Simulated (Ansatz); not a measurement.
Se (trigonal-Se type, space group P3_121)

```xyz
6
Lattice="9.0132 0.0000 0.0000 -2.2533 3.9028 0.0000 0.0000 0.0000 4.9888" Properties=species:S:1:pos:R:3 pbc="T T T"
Se     0.9774     0.0000     4.1574
Se     5.4840     0.0000     4.1574
Se    -0.4887     0.8465     0.8315
Se     4.0179     0.8465     0.8315
Se     1.7646     3.0563     2.4944
Se     6.2712     3.0563     2.4944
```

In each cell atom 1 (Se, nearest neighbour Se at 2.373 Å; its periodic images, 4.5 Å or more away, move with it) moves by s·(0.000, 0.000, 1.000) (along Cartesian z), the rest being held.

Level of theory: r2SCAN (plane waves to 500 eV, PAW, scalar-relativistic; Ansatz, a first-principles code). k mesh 7×7×6 (Γ-centred), Fermi-Dirac smearing 0.05 eV. F⊥ is the part of the force across the line. Se was relaxed with its symmetry unable to fall. The PAW data are Ansatz's earlier set. 

| s (Å) | |F⊥| (eV/Å) |
|---|---|
| -0.240 | 0.853 |
| -0.192 | 0.579 |
| -0.144 | ___ |
| -0.096 | 0.205 |
| -0.048 | ___ |
| 0.000 | 0.001 |
| 0.048 | ___ |
| 0.096 | ___ |
| 0.144 | 0.372 |
| 0.192 | 0.590 |
| 0.240 | 0.870 |

Question: Complete the blanks.

Answer: 
- -0.144, |F⊥| (eV/Å): 0.365
- -0.048, |F⊥| (eV/Å): 0.090
- 0.048, |F⊥| (eV/Å): 0.091
- 0.096, |F⊥| (eV/Å): 0.209

(A displaced cell: forces are minus the slopes of the energy, force constants its curvatures, and phonons follow from these.)
